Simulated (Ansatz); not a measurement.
The elements of this relaxed trial crystal are hidden behind letters.

```
lattice vectors (Å)
   6.6799    0.0000    0.0000
  -3.3400    5.7850    0.0000
   0.0000    0.0000    4.9707
fractional positions
X 0.0000 0.0000 0.0000
Z 0.3333 0.6667 0.0000
Z 0.6667 0.3333 0.0000
Q 0.5000 0.0000 0.5000
Q 0.0000 0.5000 0.5000
Q 0.5000 0.5000 0.5000
```

Theory: DFT PBE, scalar-relativistic, plane waves, PAW (Ansatz 0.2.0). The final run on the 6-atom cell used 420 eV, a Γ-centred 6×6×8 mesh, 0.10 eV smearing and no spin polarisation.

| Property | Result |
| --- | --- |
| Space group | P6/mmm (No. 191) |
| Conventional cell | a = 6.680 Å, c = 4.971 Å |
| Volume per atom | 32.01 Å³ |
| Density | 5.46 g/cm³ |
| Formation energy | +0.22 eV/atom |
| Gap on the 6×6×8 mesh of the 6-atom cell | 0 eV (a metal) |

Energies are uncorrected and count from the elements' standard states at the same level.

Question: X is an s-block element of period 3, Z is a d-block element of period 5 and Q is a p-block element of period 5. Which elements are they?

Answer: X = Mg, Z = Cd, Q = Te, so the formula is MgCd2Te3. Density times volume gives a mean mass of 5.46 × 32.01/1.6605 = 105.3 u per atom, and this set has 105.3 u. Around Mg lie 6 Cd at 3.86 Å and 12 Te at 4.16 Å; Cd has 6 Te at 3.15 Å, 3 Mg at 3.86 Å and 3 Cd at 3.86 Å; Te has 4 Cd at 3.15 Å, 4 Te at 3.34 Å and 4 Mg at 4.16 Å. Other sets within the hints have nearly the same mass, so mass alone doesn't settle it; this one was computed.

These runs have no spin–orbit coupling, which can matter for Te. A structure relaxed within its symmetry needn't be a true minimum.
